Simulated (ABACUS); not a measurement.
Input and output of a self-consistent single point for SiNi (Pnma, 8 atoms in the cell; from Materials Project mp-351) (ABACUS).

All values come from this method and carry its errors: PBEsol, PseudoDojo 0.4 standard norm-conserving PBEsol (tails mended) pseudopotentials (plane waves; ABACUS).

```yaml
crystal:
  lattice:
    - [5.14154, 0.00000, 0.00000]
    - [0.00000, 3.32130, 0.00000]
    - [0.00000, 0.00000, 5.56978]
  atoms:
    - { symbol: Si, position: [0.82109, 0.75000, 0.58232] }
    - { symbol: Si, position: [0.17891, 0.25000, 0.41768] }
    - { symbol: Si, position: [0.67891, 0.25000, 0.08232] }
    - { symbol: Si, position: [0.32109, 0.75000, 0.91768] }
    - { symbol: Ni, position: [0.50795, 0.25000, 0.68852] }
    - { symbol: Ni, position: [0.49205, 0.75000, 0.31148] }
    - { symbol: Ni, position: [0.99205, 0.75000, 0.18852] }
    - { symbol: Ni, position: [0.00795, 0.25000, 0.81148] }
```

Reference input (self-consistent single point, DFT, PBEsol, plane waves, PseudoDojo 0.4 standard norm-conserving PBEsol (tails mended) pseudopotentials): KPT = Gamma 3 4 3 0 0 0; basis_type = pw; dft_functional = PBESOL; ecutwfc = 98 Ry; smearing_method = fd; smearing_sigma = 0.00367493 Ry; potentials = PseudoDojo 0.4 standard norm-conserving PBEsol (tails mended); symmetry = 1; ks_solver = dav_subspace; scf_nmax = 100; scf_thr = 1.0e-09 Ry; mixing_type = broyden. This run's input differs from it in these lines:

```diff
@@ -9,3 +9,3 @@
 smearing_method      fd
-smearing_sigma       0.00367493
+smearing_sigma       0.000734986
 ks_solver            dav_subspace
```

Log, with long lists cut:

```
 SELF-CONSISTENT
 -------------------------------------------
                                 init_chg = atomic

 PW ALGORITHM --------------- ION=   1  ELEC=   1--------------------------------

 Notice: Threshold on eigenvalues was too large.

 Density error is 0.608970578505
                          Error Threshold = 0.000695625334446
 E_KohnSham     -1375.0599103543     -18708.6498721879
 E_Fermi        1.0705840211         14.5660428744

 PW ALGORITHM --------------- ION=   1  ELEC=   2--------------------------------

 Density error is 6.09619573694
                          Error Threshold = 0.000692012021029
   [... lines left out ...]

 Density error is 2.9187746627e-09
                          Error Threshold = 2.22014324245e-11
 E_KohnSham     -1375.3992458704     -18713.2667687398
 E_Fermi        1.1062296352         15.0510263353

 PW ALGORITHM --------------- ION=   1  ELEC=   9--------------------------------

 Density error is 1.33790231688e-11
                          Error Threshold = 3.31678938943e-12
 E_KohnSham     -1375.3992458708     -18713.2667687456
 E_KS(sigma->0) -1375.3991869330     -18713.2659668562
 E_entropy(-TS) -0.0001178755        -0.0016037787
 E_Fermi        1.1062322865         15.0510624082
 charge density convergence is achieved
 final etot is -18713.266769 eV
 EFERMI = 15.051062408 eV

 STATE ENERGY(eV) AND OCCUPATIONS    NSPIN == 1
   [... 51 lines left out ...]

 TOTAL-FORCE (eV/Angstrom)
                       Si1        -0.0457615977         0.0000000000         0.1056476635
                       Si2         0.0457615977         0.0000000000        -0.1056476635
                       Si3         0.0457615977         0.0000000000         0.1056476635
                       Si4        -0.0457615977         0.0000000000        -0.1056476635
                       Ni1         0.0535230369         0.0000000000        -0.0171823109
                       Ni2        -0.0535230369         0.0000000000         0.0171823109
                       Ni3        -0.0535230369         0.0000000000        -0.0171823109
   [... lines left out ...]

 TOTAL-STRESS (KBAR)
        -2.5724187420         0.0000000000         0.0000000000
         0.0000000000       -18.1068447185         0.0000000000
         0.0000000000         0.0000000000        -7.6152596352
 TOTAL-PRESSURE: -9.431508 KBAR

 --------------------------------------------
 !FINAL_ETOT_IS -18713.2667687456050771 eV
 --------------------------------------------
```

The run converged in 9 iterations. Against the reference run the free energy rises by 1.4 meV/atom, the pressure hardly changes (-0.92 to -0.94 GPa) and the largest force goes from 0.107 to 0.115 eV/Å.

The run has no spin polarisation, so moments on Ni cannot form. This run is one point of a test of settings, so its values need not be converged; read them against the reference run alone. The structure comes from a collection of computed structures, made at another level of theory; the collection holds predicted forms beside known ones. No clean gap shows at this smearing width and mesh (spacing up to 0.47 Å⁻¹); the mesh is coarse for partly filled bands, so the values carry mesh errors.

Cost on one core: roughly 2.1 core-minutes.

“Tails mended”: in these copies of the files the far tail of each local potential was reset to the Coulomb form.
